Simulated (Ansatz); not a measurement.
**SnGe₅Se₆ (P-3m1) at 2 levels of theory**

One geometry, relaxed with PBE; plane waves with PAW potentials in Ansatz, scalar-relativistic. No spin polarisation. Gaps are the least over mesh and band path; pressure is positive in compression.

```xyz
12
Lattice="4.0463 0.0000 0.0000 -2.0231 3.5042 0.0000 0.0000 0.0000 19.8968" Properties=species:S:1:pos:R:3 pbc="T T T"
Sn    0.0000    0.0000    0.0000
Ge    2.0231    1.1681    3.4793
Ge    0.0000    2.3361    6.7112
Ge    0.0000    0.0000    9.9484
Ge    2.0231    1.1681   13.1856
Ge    0.0000    2.3361   16.4175
Se    0.0000    2.3361    1.8661
Se    0.0000    0.0000    5.0935
Se    2.0231    1.1681    8.3295
Se    0.0000    2.3361   11.5673
Se    0.0000    0.0000   14.8034
Se    2.0231    1.1681   18.0307
```

```tsv
level	cutoff (eV)	k mesh	gap (eV)	pressure (GPa)
PBE	420	12×12×2	0.04	0.0
```

Q: What comes out on the same cell with r2SCAN?

A:
| level | cutoff (eV) | k mesh | gap (eV) | pressure (GPa) |
| --- | --- | --- | --- | --- |
| r2SCAN | 500 | 12×12×2 | 0 | -1.3 |

The smearing is narrow for a metal on this mesh.

The cell was found from a structure generator's guess, not taken from experiment.
